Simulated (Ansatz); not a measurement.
Gradients in CrH10S2N4O8 at several cell volumes

Reference cell: a COD entry whose atoms were relaxed with r2SCAN, the cell held.

```cif
data_structure
_symmetry_space_group_name_H-M 'P 1'
_symmetry_Int_Tables_number 1
_cell_length_a 5.4568
_cell_length_b 5.7092
_cell_length_c 7.2662
_cell_angle_alpha 91.830
_cell_angle_beta 103.493
_cell_angle_gamma 97.596
_cell_volume 217.73
loop_
_atom_site_label
_atom_site_type_symbol
_atom_site_fract_x
_atom_site_fract_y
_atom_site_fract_z
_atom_site_occupancy
Cr1 Cr 0.00000 0.00000 0.00000 1
H2 H 0.88291 0.70949 0.25550 1
H3 H 0.11709 0.29051 0.74450 1
H4 H 0.08887 0.93186 0.36532 1
H5 H 0.91113 0.06814 0.63468 1
H6 H 0.41602 0.77765 0.28763 1
H7 H 0.58398 0.22235 0.71237 1
H8 H 0.26396 0.59656 0.41649 1
H9 H 0.73604 0.40344 0.58351 1
H10 H 0.21602 0.53933 0.17834 1
H11 H 0.78398 0.46067 0.82166 1
S12 S 0.61639 0.23562 0.21282 1
S13 S 0.38361 0.76438 0.78718 1
N14 N 0.04602 0.81729 0.24779 1
N15 N 0.95398 0.18271 0.75221 1
N16 N 0.24731 0.66849 0.28552 1
N17 N 0.75269 0.33151 0.71448 1
O18 O 0.80133 0.24966 0.08842 1
O19 O 0.19867 0.75034 0.91158 1
O20 O 0.35066 0.22683 0.09402 1
O21 O 0.64934 0.77317 0.90598 1
O22 O 0.67818 0.45592 0.33738 1
O23 O 0.32182 0.54408 0.66262 1
O24 O 0.64196 0.02871 0.32812 1
O25 O 0.35804 0.97129 0.67188 1
```

Sites (sets of like atoms) are named by element and the number of their first atom in this list.

Method: Kohn–Sham DFT in Ansatz, r2SCAN, plane waves and PAW, scalar-relativistic, 500 eV cutoff, Γ-centred 4×4×3 k-points, Fermi–Dirac smearing 0.02 eV.

The cell is scaled uniformly, and the ions keep their fractional positions. Five of the sites with a gradient are followed.

(1) How do the gradients (10²¹ V/m²) respond?

The run isn't spin-polarised; if Cr carries unpaired electrons in the real compound, its values differ. The lattice is static: at room temperature NH₃ may turn and average the couplings of its hydrogen. With a gap of 0.3 eV on this mesh, the gradients can still move by some per cent as the k-mesh gets denser.

Answers

(1) 

```csv
V/V₀,Cr V_zz (η),H2 V_zz (η),H4 V_zz (η),H6 V_zz (η),H8 V_zz (η)
0.99,-16.77 (0.65),2.98 (0.14),3.40 (0.11),2.52 (0.06),2.55 (0.06)
1.00,-16.53 (0.65),2.91 (0.14),3.32 (0.11),2.45 (0.06),2.48 (0.07)
1.01,-16.30 (0.66),2.84 (0.14),3.25 (0.11),2.39 (0.06),2.42 (0.07)
1.06,-15.20 (0.69),2.53 (0.15),2.91 (0.12),2.11 (0.06),2.13 (0.07)
```

Logarithmic slopes d ln|V_zz|/d ln V over the series: Cr -1.4, H2 -2.4, H4 -2.3, H6 -2.6, H8 -2.6. Point charges on a uniformly scaled lattice would give −1; charge that moves in the bonds makes the difference.

The atoms aren't relaxed in the scaled cells (forces up to 1.4 eV/Å): every bond scales with the cell, where a real crystal would keep its stiff bonds nearly fixed.
